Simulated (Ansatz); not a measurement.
Optical constants of Sn$_{3}$O

Level of theory: Ansatz, DFT PBE, scalar-relativistic, plane waves, PAW. Plane waves to 420 eV; Γ-centred k mesh 6×6×6; Fermi-Dirac smearing of 0.15 eV. No spin polarisation.

Relaxed structure:
```xyz
8
Lattice="5.9107 0.0000 0.0000 -2.9553 5.1188 0.0000 0.0000 0.0000 6.0518" Properties=species:S:1:pos:R:3 pbc="T T T"
Sn    1.9625    0.0000    0.0000
Sn    0.9812    1.6995    3.0259
Sn   -0.9812    1.6995    0.0000
Sn    3.9482    0.0000    3.0259
Sn    1.9741    3.4193    0.0000
Sn   -1.9741    3.4193    3.0259
O     0.0000    3.4125    1.5129
O     2.9553    1.7063    4.5388
```

The cell was built by swapping an element in a database structure (itself possibly hypothetical) and relaxing; it need not be the stable form of this composition. In a metal these results depend on the k mesh and the smearing. Spin–orbit coupling is left out, which matters for heavy elements. A semilocal functional can close a gap that the real compound has.

Independent-particle response (no local fields, no excitons) on a 12×12×10 mesh, broadened by 0.1 eV; the Drude term is undamped and its weight carries the smearing above, which sets much of it in a semimetal. The run couldn't bound its error over part or most of this range, so small peaks and near ties are unsure. Light polarised along x. ε₁ lacks the small share of bands above those solved.

Task: Tabulate n, κ, the reflectivity and the absorption coefficient against photon energy.

Result:
```
E (eV) n      κ     R  α (10⁵ cm⁻¹)
   0.2  3.76  16.47  0.95          3.34
   0.5  6.27   8.24  0.79          4.18
   0.8  5.64   7.07  0.76          5.73
   1.1  4.48   6.00  0.73          6.69
   1.4  4.07   5.77  0.72          8.19
   1.7  2.44   5.39  0.76          9.28
   2.0  2.53   4.23  0.67          8.57
   2.3  2.36   4.18  0.67          9.74
   2.6  1.90   3.66  0.65          9.64
   2.9  2.13   3.47  0.61         10.21
   3.2  1.68   3.49  0.65         11.32
   3.5  1.60   3.11  0.61         11.04
   3.8  1.54   3.09  0.61         11.89
   4.1  1.28   2.89  0.62         12.01
   4.4  1.34   2.72  0.58         12.15
   4.7  1.22   2.73  0.61         12.99
   5.0  1.03   2.69  0.64         13.64
   5.3  0.88   2.47  0.64         13.29
   5.6  0.85   2.37  0.62         13.44
   5.9  0.72   2.33  0.66         13.94
   6.2  0.58   2.11  0.67         13.28
   6.5  0.56   2.02  0.65         13.29
   6.8  0.50   1.85  0.65         12.74
   7.1  0.49   1.76  0.63         12.67
   7.4  0.50   1.65  0.59         12.34
   7.7  0.51   1.59  0.58         12.45
   8.0  0.43   1.55  0.61         12.55
   8.3  0.42   1.45  0.59         12.18
   8.6  0.44   1.36  0.56         11.88
   8.9  0.42   1.35  0.56         12.19
   9.2  0.37   1.27  0.58         11.84
   9.5  0.36   1.20  0.56         11.54
   9.8  0.36   1.14  0.54         11.31
  10.1  0.35   1.06  0.53         10.83
  10.4  0.39   1.05  0.49         11.03
  10.7  0.34   1.00  0.52         10.89
  11.0  0.32   0.94  0.51         10.49
  11.3  0.31   0.88  0.50         10.10
  11.6  0.33   0.82  0.46          9.63
  11.9  0.35   0.78  0.42          9.35
```

Task: Where is the highest local maximum of ε₂ between 0.3 and 12 eV?

Result: At 0.3 eV, where ε₂ = 132.1.

Cost: 1 run of about 20 core-minutes, on Intel Xeon Platinum 8375C (Ice Lake) (shared hosts).